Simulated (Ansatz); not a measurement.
LaHg, DFT, LDA, PAW with Ansatz's default frozen-core files, scalar-relativistic (Ansatz 0.2.0), run on 1 thread of Intel(R) Xeon(R) Platinum 8375C CPU @ 2.90GHz (Ice Lake) on a shared host.

The cell is COD entry 1523850, as deposited and not checked against the literature; nothing was relaxed. The listed cell was then made from it by scaling, straining or moving an atom.

Command: `ansatz run input.yaml --threads 1 --pin off --max-ram 3072MiB --backend cpu --events-out ev --progress --plain --runs-dir out`

```yaml
crystal:
  lattice:
    - [3.837, 0.0, 0.0]
    - [0.0, 3.837, 0.0]
    - [0.0, 0.0, 3.79863]
  atoms:
    - { symbol: La, position: [0.5, 0.5, 0.5] }
    - { symbol: Hg, position: [0.0, 0.0, 0.0] }
kpoints:
  mp_grid: { grid: [11, 11, 11] }
scf:
  occupations: { method: fermi_dirac, width: 0.08 }
hamiltonian:
  xc: lda
  pseudopotentials: { kind: paw }
output:
  forces: true
  stress: true
  eigenvalues: true
  efg: { contact_densities: true }
```

Problem. How large is the problem that the program sets up?

Solution. 126 irreducible k-points, 1085 plane waves at Γ, 20 bands.

Problem. About how long does it take, and how much memory does it use?

Solution. 9.8 s of wall time for 6 SCF iterations, with a peak of 0.51 GiB. Times on shared machines scatter by tens of per cent.

Problem. And the same cell and mesh by crystal-made all-electron datasets, asked for forces, stress, eigenvalues, efg, on the same hardware?

Solution. 23 s, peak memory 0.74 GiB.
